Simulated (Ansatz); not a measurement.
Data:

CoP:
```
CoP
1.0
    2.76728     0.00000     0.00000
    0.00000     2.76728     0.00000
    0.00000     0.00000     2.76728
Co P
1 1
Direct
  0.00000   0.00000   0.00000
  0.50000   0.50000   0.50000
```

This is the PBEsol-relaxed structure.

All from PBEsol (plane waves, PAW; program Ansatz), unless another level is named. Predict the electronic character.

metallic (no gap).

What about the density of states at the Fermi level?

0.84 states/eV per atom (mean over ±0.08 eV).

And the formation energy from the elements (no fitted shifts)?

-0.20 eV/atom.

Space group Pm-3m (CsCl type). The cell is a constructed one: a structure type filled with these elements; neither database checked (COD, Materials Project) lists it. COD files the formula under space group No. 62. Whether it is the stable phase at ambient conditions was not checked. Symmetry was held in the PBEsol relaxation; whether a distortion lowers the energy is not shown. The workflow began spin-polarised and lost its moments. The references are the lowest solids computed at this level, not always the standard phases.

Potentials: the earlier of the program's two PAW sets. The files were generated under PBE; for other functionals the program regenerates the frozen cores, and for LDA and PBEsol the local potential too.
